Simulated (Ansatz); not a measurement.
Relaxed-ion elastic tensor of SiGe (wurtzite, space group No. 186) in GPa (Voigt order), DFT-PBEsol in the program Ansatz with PAW potentials; density 3.94 g/cm³, 21.22 Å³ per atom.

```
 167  45.3  28.9   0.0   0.0   0.0
45.3   167  28.9   0.0   0.0   0.0
28.9  28.9   191   0.0   0.0   0.0
 0.0   0.0   0.0  44.9   0.0   0.0
 0.0   0.0   0.0   0.0  44.9   0.0
 0.0   0.0   0.0   0.0   0.0  60.9
```

Question: Is the crystal mechanically stable?

Answer: Yes: the smallest eigenvalue of C is 44.9 GPa.

Question: Work out the Voigt, Reuss and Hill averages.

Answer: K_V = 81.2, K_R = 81.2, K_H = 81.2; G_V = 58.3, G_R = 55.6, G_H = 57.0 GPa.

Question: Give Young's modulus, Poisson's ratio, Pugh's ratio and the universal anisotropy index.

Answer: E = 9KG/(3K + G) = 138 GPa; ν = 0.22; K/G = 1.43 (brittle by the Pugh limit of 1.75); A_U = 5G_V/G_R + K_V/K_R − 6 = 0.24.

Question: Estimate the sound speeds and the Debye temperature.

Answer: v_l = √((K + 4G/3)/ρ) = 6320 m/s, v_t = √(G/ρ) = 3800 m/s, mean 4200 m/s; Θ = (h/k)(3n/4πV)^(1/3) v_m = 452 K.

Question: How much does each axis shrink under pressure?

Answer: Linear compressibilities β_i = Σ_j S_ij (j = 1 to 3): x 4.2, y 4.2, z 4.0 per TPa.

Space group P6_3mc (wurtzite). The first step of the workflow began from a Materials Project structure, measured or hypothetical; the Crystallography Open Database copy checked does not list it. Its standing as an ambient phase is unchecked. The PBEsol relaxation kept the symmetry of its start; of distortions, only those at the zone centre were tested.

Potentials: the earlier of the program's two PAW sets.
